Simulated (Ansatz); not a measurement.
GePd$_{2}$:
```
CELL_PARAMETERS angstrom
      6.70392     0.00000     0.00000
     -3.35196     5.80576     0.00000
      0.00000     0.00000     3.47513
ATOMIC_POSITIONS crystal
  Ge 0.66667 0.33333 0.00000
  Ge 0.33333 0.66667 0.00000
  Ge 0.00000 0.00000 0.50000
  Pd 0.60785 0.00000 0.50000
  Pd 0.39215 0.39215 0.50000
  Pd 0.00000 0.60785 0.50000
  Pd 0.00000 0.26840 0.00000
  Pd 0.26840 0.00000 0.00000
  Pd 0.73160 0.73160 0.00000
```

Relaxed with r²SCAN. Special points in fractions of this cell's reciprocal vectors: Γ (0.000, 0.000, 0.000); M (0.500, 0.000, 0.000); K (0.333, 0.333, 0.000); A (0.000, 0.000, 0.500); L (0.500, 0.000, 0.500); H (0.333, 0.333, 0.500).

List the band energies nearest the Fermi level at these points for r²SCAN (plane waves, PAW; program Ansatz).

In eV from the Fermi level; about four levels below and three above (degenerate sets whole), none deeper than 8.9 eV; points with the same levels are listed once.

| k | below | above |
|---|---|---|
| Γ | -1.62 -1.62 -1.47 -1.47 | 1.11 3.94 4.48 4.48 |
| M | -1.51 -1.40 -0.75 -0.40 | 0.51 1.54 1.76 |
| K | -1.40 -1.40 -1.28 -1.28 -0.88 | 1.42 1.78 1.78 |
| A | -2.08 -2.08 -1.83 -0.85 -0.85 | 0.13 0.13 0.27 |
| L | -1.61 -1.61 -1.29 -1.29 -1.28 | 1.00 1.50 2.28 |
| H | -1.44 -1.44 -1.42 -1.42 | 1.59 1.89 1.89 |

Space group P-62m. The workflow started from a Materials Project entry (that database holds measured and hypothetical structures alike); the Crystallography Open Database copy checked does not list it. Its standing as an ambient phase is unchecked. The cell was relaxed with r²SCAN under the symmetry of its start; its stability against distortions is not shown here. The run is not spin-polarised. Scalar-relativistic: spin–orbit coupling is off unless named, which matters more the heavier the elements.

Potentials: the later of the program's two PAW sets.
